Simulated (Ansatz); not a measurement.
PtAu in space group P-6m2 (No. 187; Pt on 1e, Au on 1b) under volume change, the program Ansatz at the LDA level (PAW), shape and atoms relaxed at each volume.

| V (Å³/atom) | E − E(relaxed) (meV/atom) | P (GPa) |
|---|---|---|
| 14.245 | ? | ? |
| 14.715 | 49.0 | 17.88 |
| 15.185 | 11.5 | 8.08 |
| 15.654 | 0.0 | 0.01 |
| 16.124 | ? | ? |
| 16.594 | 37.6 | -12.03 |
| 17.063 | 79.5 | -16.42 |

Some entries are withheld; supply them.


- 14.245, E − E(relaxed) (meV/atom): 118.3
- 14.245, P (GPa): 29.75
- 16.124, E − E(relaxed) (meV/atom): 10.0
- 16.124, P (GPa): -6.61

What does a third-order Birch–Murnaghan fit give for V₀, B₀ and B′?

V₀ = 15.66 Å³/atom, B₀ = 243 GPa, B′ = 5.6.

The first step of the workflow began from a Materials Project structure, measured or hypothetical; the Crystallography Open Database copy checked does not list it. With Pt and Au taken as one species the cell has the higher symmetry P6_3/mmc, so it may be an ordered model of a mixed-site phase. Whether it is the stable phase at ambient conditions was not checked. The LDA relaxation kept the symmetry of its start; its stability against distortions is not shown here. No spin polarisation was allowed. Spin–orbit coupling is left out wherever it is not named.

Potentials: the later of the program's two PAW sets.
